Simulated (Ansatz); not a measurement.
Relaxed-ion elastic tensor of SiGe in space group R-3m (No. 166; Si on 6c, Ge on 6c) in GPa (Voigt order), PBEsol (plane waves, PAW; program Ansatz); density 3.93 g/cm³, 21.28 Å³ per atom.

```
  165   44.2   34.9  -12.3    0.0    0.0
 44.2    165   34.9   12.3    0.0    0.0
 34.9   34.9    171    0.0    0.0    0.0
-12.3   12.3    0.0   50.7    0.0    0.0
  0.0    0.0    0.0    0.0   50.7  -12.3
  0.0    0.0    0.0    0.0  -12.3   60.3
```

**Question.** Is the crystal mechanically stable?

**Answer.** Yes: the smallest eigenvalue of C is 42.3 GPa.

**Question.** Work out the Voigt, Reuss and Hill averages.

**Answer.** K_V = 81.0, K_R = 81.0, K_H = 81.0; G_V = 58.1, G_R = 55.0, G_H = 56.6 GPa.

**Question.** Give Young's modulus, Poisson's ratio, Pugh's ratio and the universal anisotropy index.

**Answer.** E = 9KG/(3K + G) = 138 GPa; ν = 0.22; K/G = 1.43 (brittle by the Pugh limit of 1.75); A_U = 5G_V/G_R + K_V/K_R − 6 = 0.29.

**Question.** Estimate the sound speeds and the Debye temperature.

**Answer.** v_l = √((K + 4G/3)/ρ) = 6310 m/s, v_t = √(G/ρ) = 3790 m/s, mean 4200 m/s; Θ = (h/k)(3n/4πV)^(1/3) v_m = 451 K.

**Question.** How much does each axis shrink under pressure?

**Answer.** Linear compressibilities β_i = Σ_j S_ij (j = 1 to 3): x 4.1, y 4.1, z 4.2 per TPa.

The start of the workflow was typed in or built on a structure type; neither database checked (COD, Materials Project) lists it. Its standing as an ambient phase is unchecked. The cell was relaxed with PBEsol under the symmetry of its start; its stability against distortions is not shown here.

Potentials: the later of the program's two PAW sets.
